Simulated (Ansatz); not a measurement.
## Axial (c/a) deformation path in Ba

Computed with Ansatz 0.2.0, DFT PBEsol, scalar-relativistic, plane waves, PAW. The runs took a 420 eV cutoff, a Γ-centred 9×9×14 mesh and Gaussian smearing (0.15 eV). No spin polarisation. Energies are free energies at this smearing, counted from the undisturbed cell; pressure is positive in compression.

Zero of the scan (as given, not relaxed at this level; it stands at -0.2 GPa; this form isn't the usual structure):

```yaml
crystal:
  lattice:
    - [6.99607, 0.00000, 0.00000]
    - [-3.49803, 6.05877, 0.00000]
    - [0.00000, 0.00000, 3.90939]
  atoms:
    - { symbol: Ba, position: [0.33333, 0.66667, 0.50000] }
    - { symbol: Ba, position: [0.66667, 0.33333, 0.50000] }
```

At fixed volume and fractional coordinates, lengths along (0.000, 0.000, 1.000) are scaled against those across it; ρ is that ratio over its starting value. The cell is metallic on the mesh throughout.

| ρ | ΔE (meV/atom) | pressure (GPa) |
| --- | --- | --- |
| 0.800 | 175.1 | 0.4 |
| 0.850 | ? | ? |
| 0.920 | 15.1 | -0.1 |
| 0.960 | 0.9 | -0.2 |
| 1.000 | 0.0 | -0.2 |
| 1.050 | ? | ? |
| 1.100 | 40.8 | -0.3 |
| 1.200 | 121.1 | -0.3 |
| 1.300 | 213.3 | -0.2 |

(1) Give the withheld values.

Answers

(1) ΔE (meV/atom) at ρ = 0.850: 82.9; pressure (GPa) at ρ = 0.850: 0.2; ΔE (meV/atom) at ρ = 1.050: 13.8; pressure (GPa) at ρ = 1.050: -0.3.